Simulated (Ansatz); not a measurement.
SiC (wurtzite), relaxed with HSE06 (Ansatz, a program for electronic structure, plane waves, PAW): a = 3.071 Å, b = 3.071 Å, c = 5.036 Å, α = 90.00°, β = 90.00°, γ = 120.00°.

```
Property              Result
--------------------  ------
gap (eV)                3.17
B₀ by P(V) fit (GPa)     233
```

**Question.** The same phase is relaxed and computed with LDA in the same code. What are the cell and these values now?

**Answer.** a = b = 3.056 Å, c = 5.016 Å, α = β = 90.00°, γ = 120.00°.

* **gap (eV)**: 2.13
* **B₀ by P(V) fit (GPa)**: 231

All cells were relaxed under the symmetry of their starts (and spin orders); stability against distortions was not tested throughout.

Potentials: the earlier of the program's two PAW sets.

Ansatz is a plane-wave DFT program.
